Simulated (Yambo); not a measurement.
G0W0@PBEsol for BaHCl (space group P4/nmm, No. 129) in Yambo. Reference settings: 2×2×2 Γ-centred k mesh, 198 bands and a 7 Ry block in the screening, 198 bands in G with the Bruneval-Gonze terminator, plasmon pole fitted at 27.2 eV. The PBEsol gap Z → Z on this mesh is 3.28 eV; G0W0 gaps are taken between the same points.

With and without the terminator, as bands are cut:

```
bands in G (in W)  gap, terminator (eV)  gap, none (eV)  valence shift, terminator (eV)  valence shift, none (eV)
-----------------  --------------------  --------------  ------------------------------  ------------------------
72 (198)                          5.239           5.149                          -1.187                    -0.699
126 (198)                         5.243           5.215                          -1.277                    -1.059
198 (198)                         5.241           5.227                          -1.293                    -1.195
```

Over this range the gap spans 0.004 eV with the terminator and 0.078 eV without, the valence shift 0.106 eV and 0.496 eV. Neither column has reached its limit for certain.

Geometry of the Materials Project entry, not relaxed at this level; primitive cell a = 4.421 Å, b = 4.421 Å, c = 7.269 Å, α = 90.00°, β = 90.00°, γ = 90.00°.

A shift is the quasiparticle energy of the state minus its PBEsol energy.
